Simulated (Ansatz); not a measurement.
Relaxed-ion elastic tensor of BeS (NiAs type, space group No. 194) in GPa (Voigt order), the program Ansatz at the PBE level (PAW); density 2.76 g/cm³, 12.38 Å³ per atom.

```
      1     2     3     4     5     6
-  ----  ----  ----  ----  ----  ----
1   189  95.4  41.8   0.0   0.0   0.0
2  95.4   189  41.8   0.0   0.0   0.0
3  41.8  41.8   240   0.0   0.0   0.0
4   0.0   0.0   0.0  15.1   0.0   0.0
5   0.0   0.0   0.0   0.0  15.1   0.0
6   0.0   0.0   0.0   0.0   0.0  47.0
```

Question: Is the crystal mechanically stable?

Answer: Yes: the smallest eigenvalue of C is 15.1 GPa.

Question: Work out the Voigt, Reuss and Hill averages.

Answer: K_V = 108, K_R = 108, K_H = 108; G_V = 44.7, G_R = 27.0, G_H = 35.9 GPa.

Question: Give Young's modulus, Poisson's ratio, Pugh's ratio and the universal anisotropy index.

Answer: E = 9KG/(3K + G) = 97.0 GPa; ν = 0.35; K/G = 3.02 (ductile by the Pugh limit of 1.75); A_U = 5G_V/G_R + K_V/K_R − 6 = 3.27.

Question: Estimate the sound speeds and the Debye temperature.

Answer: v_l = √((K + 4G/3)/ρ) = 7530 m/s, v_t = √(G/ρ) = 3610 m/s, mean 4060 m/s; Θ = (h/k)(3n/4πV)^(1/3) v_m = 522 K.

Question: How much does each axis shrink under pressure?

Answer: Linear compressibilities β_i = Σ_j S_ij (j = 1 to 3): x 3.1, y 3.1, z 3.1 per TPa.

Space group P6_3/mmc (NiAs type). A made-up cell: these elements were put on the sites of a structure type; neither database checked (COD, Materials Project) lists it. COD files the formula under space group No. 216, so this cell is another polymorph or a model. Whether it is the stable phase at ambient conditions was not checked. Symmetry was held in the PBE relaxation. At this level the phase is dynamically unstable (imaginary phonons).

Potentials: the later of the program's two PAW sets.
